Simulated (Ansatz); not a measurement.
# Phases of Nb at 1.1 GPa

Structure types of Nb are relaxed in primitive cells with their symmetry kept at 1.1 GPa, first on PAW files, then by LAPW. The enthalpy is E + pV at zero temperature, without zero-point motion. Only the types listed were tried, and differences under about 5 meV/atom are mesh noise.

All numbers are LDA results (scalar-relativistic) from Ansatz 0.2.0, with Fermi–Dirac smearing of 0.05 eV, no spin polarisation. Methods: LAPW: all electrons, basis error target 0.5 meV/atom; PAW: frozen-core files, cutoff 420 eV.

k meshes: fcc 16×16×16, bcc 17×17×17, hcp 15×15×8, simple hexagonal 16×16×15, diamond 12×12×12, sc 15×15×15.

The PAW files were made under PBE.

Problem. Order the types by LAPW enthalpy, lowest first.
A. simple hexagonal
B. sc
C. bcc
D. hcp
E. diamond
F. fcc

Solution. C (0 meV/atom), D (324 meV/atom), F (373 meV/atom), A (668 meV/atom), B (1043 meV/atom), E (2658 meV/atom).

| start type | ends as | a, b, c (Å) | V (Å³/atom) | H − H(lowest), LAPW (meV/atom) | same, PAW |
| --- | --- | --- | --- | --- | --- |
| fcc | fcc, Fm-3m | 4.131, 4.131, 4.131 | 17.63 | 373.4 | 373.4 |
| bcc | bcc, Im-3m | 3.239, 3.239, 3.239 | 17.00 | 0.0 | 0.0 |
| hcp | hcp, P6_3/mmc | 2.806, 2.806, 5.143 | 17.53 | 324.1 | 324.1 |
| simple hexagonal | simple hexagonal, P6/mmm | 2.801, 2.801, 2.671 | 18.15 | 667.9 | 667.6 |
| diamond | diamond, Fd-3m | 5.726, 5.726, 5.726 | 23.47 | 2658.4 | 2656.7 |
| sc | sc, Pm-3m | 2.657, 2.657, 2.657 | 18.76 | 1042.8 | 1042.2 |
